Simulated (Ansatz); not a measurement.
The elements of this relaxed trial crystal are hidden behind letters.

```
lattice vectors (Å)
   5.7157    0.0000    0.0000
  -2.8579    4.9499    0.0000
   0.0000    0.0000    3.9291
fractional positions
X 0.0000 0.0000 0.5000
Z 0.6667 0.3333 0.0000
Q 0.1993 0.8007 0.0000
Q 0.1993 0.3986 0.0000
Q 0.6014 0.8007 0.0000
```

Level of theory: Ansatz, DFT PBE, scalar-relativistic, plane waves, PAW, and for the lanthanide a 4f-in-core norm-conserving potential. Plane waves to 660 eV, a 12×12×10 mesh through Γ for the 5-atom cell and 0.10 eV Gaussian smearing; no spin polarisation.

- Space group: P-6m2 (No. 187)
- Conventional cell: a = 5.716 Å, c = 3.929 Å
- Volume per atom: 22.23 Å³
- Density: 3.60 g/cm³
- Formation energy: −0.34 eV/atom
- Gap on the 12×12×10 mesh of the 5-atom cell: 0 eV (a metal)

Energies are uncorrected and count from the elements' standard states at the same level.

Task: X is an s-block element of period 2, Z is a lanthanide and Q is a p-block element of period 3. Which elements are they?

Result: X = Li, Z = Pr, Q = P, so the formula is LiPrP3. Density times volume gives a mean mass of 3.60 × 22.23/1.6605 = 48.2 u per atom, and this set has 48.2 u. Li is surrounded by 6 P at 2.78 Å; Pr has 6 P at 2.88 Å; around P lie 2 P at 2.30 Å, 2 Li at 2.78 Å and 2 Pr at 2.88 Å. Other sets within the hints have nearly the same mass, so mass alone doesn't settle it; this one was computed.

An odd number of valence electrons (the lanthanide is held trivalent, its 4f shell in the core) allows no gap without spin; another valence of the lanthanide, a larger cell or a magnetic state could open one. Symmetry constrained the relaxation, so the result can be a saddle point.

The lanthanide is trivalent by construction, without f bands, f moments or other valences. The reference runs of the other elements, and any phases without the lanthanide, used 420 eV, which shifts energies against them by under 10 meV/atom. The lanthanide's reference is the lowest of its hcp, dhcp and fcc cells.
